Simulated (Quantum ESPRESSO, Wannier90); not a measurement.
LiH (rock salt): Wannier90 run

Cell from Materials Project (mp-23703), symmetrised, no further relaxation. COD (Crystallography Open Database) has an entry of this formula and space group (matched by these alone). Level: PBEsol, no spin polarisation, no spin-orbit coupling; pw.x of Quantum ESPRESSO at 60 Ry with PseudoDojo potentials, 12×12×12 k-points, Wannier90. Density: 14×14×14 mesh, cold smearing 0.01 Ry.

```
begin unit_cell_cart
ang
    0.0000000000    2.0086200000    2.0086200000
    2.0086200000    0.0000000000    2.0086200000
    2.0086200000    2.0086200000    0.0000000000
end unit_cell_cart
mp_grid = 12 12 12
```

Q: Which shells of neighbouring k-points and which b-vectors and weights does Wannier90 pick for this cell and mesh?

A: 
```
 *---------------------------------- K-MESH ----------------------------------*
 +----------------------------------------------------------------------------+
 |                    Distance to Nearest-Neighbour Shells                    |
 |                    ------------------------------------                    |
 |          Shell             Distance (Ang^-1)          Multiplicity         |
 |          -----             -----------------          ------------         |
 |             1                   0.225752                      8            |
 |             2                   0.260676                      6            |
 |             3                   0.368651                     12            |
 |             4                   0.432282                     24            |
 |             5                   0.451504                      8            |
 |             6                   0.521352                      6            |
 |             7                   0.568130                     24            |
 |             8                   0.582889                     24            |
       ... (lines left out)
 +----------------------------------------------------------------------------+
 | The b-vectors are chosen automatically                                     |
 | The following shells are used:                       1                     |
 +----------------------------------------------------------------------------+
 |                        Shell   # Nearest-Neighbours                        |
 |                        -----   --------------------                        |
 |                          1               8                                 |
 +----------------------------------------------------------------------------+
 | Completeness relation is fully satisfied [Eq. (B1), PRB 56, 12847 (1997)]  |
 +----------------------------------------------------------------------------+
 |                  b_k Vectors (Ang^-1) and Weights (Ang^2)                  |
 |                  ----------------------------------------                  |
 |            No.         b_k(x)      b_k(y)      b_k(z)        w_b           |
 |            ---        --------------------------------     --------        |
 |             1         0.130338    0.130338   -0.130338     7.358145        |
 |             2         0.130338   -0.130338    0.130338     7.358145        |
 |             3        -0.130338    0.130338    0.130338     7.358145        |
 |             4         0.130338    0.130338    0.130338     7.358145        |
 |             5        -0.130338   -0.130338    0.130338     7.358145        |
 |             6        -0.130338    0.130338   -0.130338     7.358145        |
 |             7         0.130338   -0.130338   -0.130338     7.358145        |
 |             8        -0.130338   -0.130338   -0.130338     7.358145        |
```
